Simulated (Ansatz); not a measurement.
La$_{2}$WN$_{4}$:
```cif
data_La4N8W2
_chemical_formula_sum 'La4 W2 N8'
_space_group_name_H-M_alt 'I4/mmm'
_space_group_IT_number 139
_space_group_name_Hall '-I 4 2'
_cell_length_a 3.99605
_cell_length_b 3.99605
_cell_length_c 12.75125
_cell_angle_alpha 90.000
_cell_angle_beta 90.000
_cell_angle_gamma 90.000
loop_
_atom_site_label
_atom_site_type_symbol
_atom_site_symmetry_multiplicity
_atom_site_Wyckoff_symbol
_atom_site_fract_x
_atom_site_fract_y
_atom_site_fract_z
_atom_site_occupancy
La1 La 4 e 0.00000 0.00000 0.35484 1
W1 W 2 a 0.00000 0.00000 0.00000 1
N1 N 4 e 0.00000 0.00000 0.16304 1
N2 N 4 c 0.00000 0.50000 0.00000 1
```
(The calculation used a cell of 7 atoms; values per cell refer to that cell.)

Relaxed at zero pressure with plane-wave PAW PBE (Ansatz code).

### Question
The volume is lowered by 6 % and shape and atoms relax at that volume. What pressure results, and how do the axes share the change?

### Answer
13.5 GPa; a -2.0 %, b -2.0 %, c -2.2 %; the energy rises by 35 meV/atom.

### Question
Give the new structure.

### Answer

Space group I4/mmm (No. 139); a = 3.9181 Å, b = 3.9181 Å, c = 12.4679 Å, α = 90.00°, β = 90.00°, γ = 90.00°

```
atom  site  symmetry       x       y       z
----  ----  --------  ------  ------  ------
La      4e       4mm  0.0000  0.0000  0.3547
W       2a     4/mmm  0.0000  0.0000  0.0000
N       4e       4mm  0.0000  0.0000  0.1647
N       4c      mmm.  0.0000  0.5000  0.0000
```

The phase is kept; no other phase was compared at this pressure.

The start of the workflow was typed in or built on a structure type; neither database checked (COD, Materials Project) lists it. Its standing as an ambient phase is unchecked. Symmetry was held in the PBE relaxation; whether a distortion lowers the energy is not shown. The workflow began spin-polarised and lost its moments. The cell computed holds one magnetic atom, so no antiferromagnetic order was within reach. Scalar-relativistic: spin–orbit coupling is off unless named, which matters more the heavier the elements.

Potentials: the later of the program's two PAW sets.
